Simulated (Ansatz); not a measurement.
Base run

Ansatz input (lattice in Å, positions in fractions of it; a bare `kind: paw` takes the build's default datasets)
```yaml
crystal:
  lattice:
    - [2.89, 0.0, 0.0]
    - [0.0, 2.89, 0.0]
    - [0.0, 0.0, 2.89]
  atoms:
    - { symbol: Ni, position: [0.0119865108, 0.0119865108, 0.0119865108] }
    - { symbol: Al, position: [0.5, 0.5, 0.5] }
kpoints:
  mp_grid: { grid: [4, 4, 4] }
hamiltonian:
  xc: hse06
  pseudopotentials: { kind: paw }
scf:
  occupations: { method: fermi_dirac, width: 0.1 }
output:
  forces: true
  stress: true
  eigenvalues: true
```

Computed with Ansatz, HSE06, plane waves, PAW datasets (generated soft set 1).

The cutoff used is 420 eV.

The stress includes the program's correction for the finite plane-wave basis.

It gives a pressure of -5.10 GPa and an rms force of 0.303 eV/Å.

What changes with an exchange cutoff ratio of 1?

The pressure increases by 0.05 GPa, the forces move by 0.3 meV/Å (rms), and the free energy changes by +68.27 meV/atom.

What changes with an exchange cutoff ratio of 2?

The pressure doesn't move by more than 0.01 GPa, the forces move by 0.0 meV/Å (rms), and the free energy changes by +0.50 meV/atom.

What changes with the regularized exchange singularity in place of the Wigner–Seitz cut?

The pressure drops by 0.05 GPa, the forces move by 0.0 meV/Å (rms), and the free energy changes by -1.99 meV/atom.

The k-mesh is coarse, so these values belong to this mesh and can lie far from the converged ones. The program warned that the forces were taken on a coarse exchange grid.
